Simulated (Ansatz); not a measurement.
Au (fcc, Cu type)

```xyz
1
Lattice="0.0000 2.0620 2.0620 2.0620 0.0000 2.0620 2.0620 2.0620 0.0000" Properties=species:S:1:pos:R:3 pbc="T T T"
Au     0.0000     0.0000     0.0000
```

This relaxed cell (volume V₀) is scaled evenly in all directions, its shape held. Symmetry pins the atoms to their sites.

These are r2SCAN (plane waves to 500 eV, PAW, scalar-relativistic; Ansatz, a program for electronic structure) values and carry that method's errors. k mesh 19×19×19 (Γ-centred), Fermi-Dirac smearing 0.05 eV. E stands for the smeared free energy. Compression counts positive. Au was relaxed with its symmetry unable to fall. Spin-orbit coupling is left out, though Au is heavy. The PAW data are Ansatz's earlier set. The zero of ΔE is the relaxed starting cell. The last digit holds for this mesh only.

```json
[
 {"V (Å³/atom)": "15.781", "ΔE (meV/atom)": "105.9"},
 {"V (Å³/atom)": "16.220", "ΔE (meV/atom)": "55.8"},
 {"V (Å³/atom)": "16.658", "ΔE (meV/atom)": "withheld"},
 {"V (Å³/atom)": "17.096", "ΔE (meV/atom)": "5.5"},
 {"V (Å³/atom)": "17.535", "ΔE (meV/atom)": "0.0"},
 {"V (Å³/atom)": "17.973", "ΔE (meV/atom)": "4.9"},
 {"V (Å³/atom)": "18.412", "ΔE (meV/atom)": "18.6"},
 {"V (Å³/atom)": "18.850", "ΔE (meV/atom)": "39.8"},
 {"V (Å³/atom)": "19.288", "ΔE (meV/atom)": "67.0"}
]
```

Task: Fit a third-order Birch-Murnaghan form (E₀, V₀, B₀, B₀′ free) to the given rows and predict ΔE at V = 16.658.

Result: Least squares on the 8 given rows: ΔE = E₀ + (9V₀B₀/16)·y²·[2 + (B₀′ − 4)y], y = (V₀/V)^(2/3) − 1, with V₀ = 17.534 Å³/atom, B₀ = 152.3 GPa (160.2 GPa = 1 eV/Å³; the term in eV is multiplied by 1000), B₀′ = 5.87, E₀ = -0.03 meV/atom; root-mean-square residual 0.05 meV/atom. At 16.658 the fit gives 23.4 meV/atom; the calculation gives 23.3 meV/atom, so the interpolation is off by 0.1 (+0.4 %). For the pressure the fit gives 9.1 GPa against the computed 9.0 GPa.

(Under strain, the slope of the energy per volume gives the stress and its curvature an elastic modulus.)
